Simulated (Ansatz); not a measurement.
Trial structure of Zr3TiC4, not yet relaxed:

```xyz
8
Lattice="4.8807 0.0000 0.0000 0.0000 4.8807 0.0000 0.0000 0.0000 4.8807" Properties=species:S:1:pos:R:3 pbc="T T T"
Zr    2.4403    0.0000    2.4403
Zr    0.0000    2.4403    2.4403
Zr    2.4403    2.4403    0.0000
Ti    0.0000    0.0000    0.0000
C     2.4403    2.4403    2.4403
C     0.0000    2.4403    0.0000
C     2.4403    0.0000    0.0000
C     0.0000    0.0000    2.4403
```

All numbers below come from DFT PBE, scalar-relativistic, plane waves, PAW in Ansatz. Settings: cutoff 420 eV, Γ-centred mesh 4×4×4 on the computed 8-atom cell, Gaussian smearing of 0.10 eV; no spin polarisation.

Formation energies are uncorrected and refer to the elements' standard structures at the same level.

Problem. Estimate its pressure, forces and energy as it stands.

Solution. The pressure is -25.7 GPa (it wants to contract), the largest force is 0.00 eV/Å (symmetry fixes the atoms), and the energy is −0.60 eV/atom against the elements. The shortest distance is 2.44 Å.

Problem. Is it a good guess?

Solution. A fair one: relaxing gains about 0.18 eV/atom (the start's value is from the coarse mesh, so the gain is rough) in 7 ionic steps and ends at −0.79 eV/atom on the finer mesh. The symmetry stays Pm-3m (No. 221). The volume per atom shrinks by 14.6 %, from 14.5 to 12.4 Å³. The shortest distance goes from 2.44 Å (Ti–C and Zr–C) to 2.32 Å (Ti–C and Zr–C). Conventional cell: a = 4.631 Å. Zr is surrounded by 6 C at 2.32 Å, 4 Ti at 3.27 Å and 8 Zr at 3.27 Å; around Ti lie 6 C at 2.32 Å and 12 Zr at 3.27 Å; C on a site of symmetry m-3m has 6 Zr at 2.32 Å; 1 more site not described.

The last run used an 8×8×8 mesh for its 8-atom cell and Gaussian smearing of 0.10 eV. The reference form of C is held partly by dispersion forces, which this level lacks. The relaxation can't lower the symmetry of the start, and the grade says only how near the guess is to its own end. Symmetry constrained the relaxation, so the result can be a saddle point. Another cell of Zr3TiC4 relaxed alike, in Cmmm, lies 13 meV/atom lower, so this cell isn't the stable form at this level.
